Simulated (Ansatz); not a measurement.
One run on Sc (P63/mmc): field of 200 T on the spins

Theory: DFT, r2SCAN, PAW with Ansatz's default frozen-core files, scalar-relativistic in Ansatz 0.2.0.

Command: `ansatz run input.yaml --threads 1 --pin off --max-ram 3072MiB --backend cpu --events-out ev --progress --plain --runs-dir out`

```yaml
crystal:
  lattice:
    - [3.309, 0.0, 0.0]
    - [-1.6545, 2.8656780611, 0.0]
    - [0.0, 0.0, 5.2733]
  atoms:
    - { symbol: Sc, position: [0.3333333333, 0.6666666667, 0.25], spin: 0.4 }
    - { symbol: Sc, position: [0.6666666667, 0.3333333333, 0.75], spin: 0.4 }
magnetization:
  spin_polarized: true
  magnetic_field: 200
kpoints:
  mp_grid: { grid: [11, 11, 6] }
scf:
  occupations: { method: fermi_dirac, width: 0.08 }
  convergence: { dr2_threshold: 1.0e-10 }
  lower_state_search: "off"
hamiltonian:
  xc: r2scan
  pseudopotentials: { kind: paw }
output:
  forces: true
  stress: true
  eigenvalues: true
```

The program prints:

```
Engine: ansatz 0.2.0
Pseudopotentials: kind: paw
Pseudopotential: Sc, paw, valence charge 11, recommended cutoff 500 eV (meta_gga), Sc.paw.azcp
Functional definition: r2SCAN
  parameter k0 = 0.174
  parameter k1 = 0.065
  parameter a1 = 4.9479
  exchange = r2scan_x(k0 = k0, k1 = k1, a1 = a1)
  correlation = r2scan_c
Crystal: 2 atoms, lattice volume = 50.004 Å³
Basis set: ecut = 500 eV, 1255 PW (Γ), exchange–correlation on 100×100×160 points (64 copies of the dense FFT grid, shifted against one another)
Bands: 16, of which v1, the nominal top of the filled ones, is band 11 counted from 1 (10 counted from 0)
Symmetry: 24 space group operations
Space group: P63/mmc (ITA 194), of the structure as read, at distance tolerance 3.7e-5 Å
Magnetic group: BNS 194.263 (UNI 1493), of the structure as read, at distance tolerance 3.7e-5 Å
k-points: 64 of 726
Non-local potential: Sc, projectors of the file, l = 0: 3, l = 1: 2, l = 2: 3, l = 3: 1
PAW form: soft (Blöchl's): semilocal exchange-correlation on the pseudo side does not see the compensation charge
PAW frozen core: Sc, regenerated for the run's functional (the file was generated under x = pbe(κ = 0.804, μ = 0.2195149727645171), c = pbe(β = 0.06672455060314922))
PAW one-centre angular grid: Sc, 590 points (default); XC on 160 Gauss nodes
Initial density: superposition of atomic densities (chi_scale 0.1, normalization cell)
Starting moments: Σ|m| = 0.8 μB on 2 of 2 sites
Magnetic field: 200 T along the axis of the moments, on the spin alone (11.5768 meV per μB along it)
Initial wavefunctions: pseudopotential atomic-orbital guess
Functional: x = r2scan, c = r2scan; τ floored in thin density (d = 2e-4 eV/Å³)
iter 1 solved again at ethr=2.60e-3 eV; its pass at ethr=3.10e-3 eV (dr2=5.71e-1 eV) is discarded
SCF iter   1: F=-4280.966270 eV  HF=-4281.195153 eV  |F-HF|=2.29e-1  |Δ(HF+E_count)|=         —  Δρ=2.80e-2 (↑2.80e-2 ↓7.67e-3)  dr2=5.71e-1  dr2_τ=5.89e-3  dr2_m=9.30e-2  M=0.516 μB ∫|m|=0.516 μB  β_m=0.30  ethr=2.60e-3  ⟨swp⟩=1.0  Hψ=12648  notcnv=0
[...]
SCF iter  19: F=-4281.252092 eV  HF=-4281.252092 eV  |F-HF|=1.88e-9  |Δ(HF+E_count)|=   1.77e-8  Δρ=4.72e-7 (↑4.72e-7 ↓3.94e-7)  dr2=5.60e-11  dr2_τ=5.61e-12  dr2_m=3.51e-11  M=1.354 μB ∫|m|=1.371 μB  β_m=1.20  ethr=1.00e-12  ⟨swp⟩=2.2  Hψ=7395  notcnv=0  κ⁻¹=5.8e-8(r=8)
SCF iter  20: F=-4281.252092 eV  HF=-4281.252092 eV  |F-HF|=6.61e-10  |Δ(HF+E_count)|=   1.46e-9  Δρ=1.89e-7 (↑1.89e-7 ↓1.79e-7)  dr2=1.72e-11  dr2_τ=9.89e-13  dr2_m=1.02e-12  M=1.354 μB ∫|m|=1.371 μB  β_m=1.20  ethr=1.00e-12  ⟨swp⟩=3.8  Hψ=5643  notcnv=0  κ⁻¹=5.4e-9(r=8)
SCF iter  21: F=-4281.252092 eV  HF=-4281.252092 eV  |F-HF|=1.09e-10  |Δ(HF+E_count)|=  6.08e-10  Δρ=7.03e-8 (↑7.03e-8 ↓6.58e-8)  dr2=2.34e-12  dr2_τ=1.60e-13  dr2_m=2.77e-13  M=1.354 μB ∫|m|=1.371 μB  ethr=1.00e-12  ⟨swp⟩=3.5  Hψ=5527  notcnv=0
the search or the solves at the SCF's close seem to have found levels that the self-consistency loop had missed (the run counts 1). By its estimate they hold under 1e-12 electrons; where the run keeps them, the occupations were computed again with them
SCF 1 converged in 21 iterations: F = -4281.252092 eV  dr2 = 2.34e-12
  greatest PAW one-centre occupation: 0.998 electrons in one spin orbital (limit 2), on the Sc atom at site 1 (counted from 0), in its partial waves of l = 0
this state was not tested for a lower state beside it, because the mixer in use, unlike msr1, does not test its closes by its own steps (another_mixer; see scf.mixing.algorithm and scf.lower_state_search)
SCF converged after 21 iterations
Magnetization: 1.3542 μB (11.6771 up, 10.3229 down)
Absolute magnetization: 1.3714 μB (∫|ρ↑−ρ↓|, with the PAW one-centre terms)
Spin contamination: 0.0246 ħ² per cell (⟨S²⟩ above its minimum at these occupations)
Per-site moments (μB) at R_I (Å): [(0.4419576344955286, 1.3431135697670336), (0.4419576344955285, 1.3431135697670336)]
Free energy (F): -4281.252092 eV
Harris-Foulkes:  -4281.252092 eV  (|F-HF|=1.09e-10)
Internal energy: -4281.216221 eV  (E = F + TS)
E sigma→0 (E₀):  -4281.234156 eV
Entropy (-TS):   -0.035871 eV (-17.935 meV/atom)
Fermi energy:    9.272326 eV
--- Per-component energies (eV) ---
  E_band       = -364.112656
  E_kinetic    = 520.043809
  E_local      = -1690.395690  (includes V_loc(G=0)·N_el)
  E_nonlocal   = 163.598683
  E_hartree    = 574.617937
  E_xc         = -199.964204
  E_vxc        = -282.586082  (∫ρ·V_xc dr)
  E_paw        = -1927.836406  (= ΣΔE_a)
  E_vpaw       = -242.633964  (= ΣTr[D̂ρ^β])
  E_aug_tail   = 0.000010  (compensation charges beyond the density's cutoff)
  E_vtau       = 18.640400  (kinetic-family band-sum trace: ∫τ·v_τ [+ j·A + Jᵃ·Aᵃ] dr)
  E_zeeman     = -0.015677  (= −μ_B·B·M)
  E_ewald      = -1720.787699
  E_core_change = -0.476984  (= ΣΔE_core)
  E_smearing   = -0.035871  (= −TS)
  E_closure    = -0.000000  (closes the sum)
  Σ components = -4281.252092   (vs F -4281.252092, Δ=0.00e0)
--- Forces (eV/Å), atoms counted from 1 ---
  atom   1  Sc     0.00000000    -0.00000000     0.00000000
  atom   2  Sc    -0.00000000     0.00000000     0.00000000
  max |Σ_I F_I| component: 2.78e-17 eV/Å
--- Stress (GPa, compression-positive) ---
       -0.702713      -0.000000       0.000000
        0.000000      -0.702713       0.000000
        0.000000       0.000000       1.114405
  P = ⅓ Tr σ = -0.0970 GPa (-0.970 kbar)
--- Band table (eV; the first three rows and the last of 128) ---
  k-point 0 ↑: bands = ["-42.6578", "-42.5929", "-20.4792", "-20.1424", "-20.1424", "-20.0834", "-20.0834", "-20.0618", "3.2989", "6.9384", "9.0990", "10.6629", "10.6629", "10.7680", "11.0716", "11.0716"]
  k-point 1 ↑: bands = ["-42.6535", "-42.5973", "-20.4521", "-20.1384", "-20.1384", "-20.0908", "-20.0874", "-20.0874", "3.4874", "6.6213", "9.1317", "10.6008", "10.6008", "10.6259", "10.9772", "10.9772"]
  k-point 2 ↑: bands = ["-42.6416", "-42.6092", "-20.3775", "-20.1690", "-20.1276", "-20.1276", "-20.0982", "-20.0982", "4.0301", "5.8099", "9.3521", "10.2497", "10.5466", "10.5466", "10.7774", "10.7774"]
  k-point 63 ↓: bands = ["-42.2109", "-42.2109", "-20.0075", "-20.0075", "-19.8999", "-19.8999", "-19.7693", "-19.7693", "8.5848", "8.5848", "9.5432", "9.5432", "10.1561", "10.1561", "11.8250", "11.8250"]
```

Site moments (μB): Sc1 0.44, Sc2 0.44. Cell moment 1.35 μB.

The magnetic group in the log treats spin as a scalar label, without spin–orbit coupling.

The PAW files were made with PBE; the program remakes their cores once for the run's functional and then keeps them frozen. The Ansatz runs typed with the search for lower states off end where their start leads. r²SCAN is known to give itinerant transition metals moments and polarisation energies that are too large. The magnetic state is the one that this cell and start allow. It needn't be the compound's measured order, which may need a larger cell or be absent.

It took 33 s on 1 thread of Arm Neoverse V2, with other jobs on the host, peak memory 0.49 GiB.
